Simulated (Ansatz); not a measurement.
C (diamond, Fd-3m), a = b = c = 3.5569 Å, α = β = γ = 90.00°; the cell used has 2 atoms.

Relaxed with PBE+D3(BJ).

**Question.** Give the optical modes at the zone centre with their infrared and Raman activity from DFPT, the program Ansatz at the PBE+D3(BJ) level (PAW).

**Answer.** Transverse frequencies, without the LO–TO term; a row sums one degenerate level.

| ω (cm⁻¹) | degeneracy | IR ((D/Å)²/amu) | Raman (Å⁴/amu) | activity | symmetry |
|---|---|---|---|---|---|
| 1306 | 3 | 0.00 | 230 | Raman | T2g |

The cell was relaxed with PBE+D3(BJ) under the symmetry of its start; phonons on a q-mesh show no instability. The volume moved by -27 % from the start of the relaxation.

Potentials: the later of the program's two PAW sets.
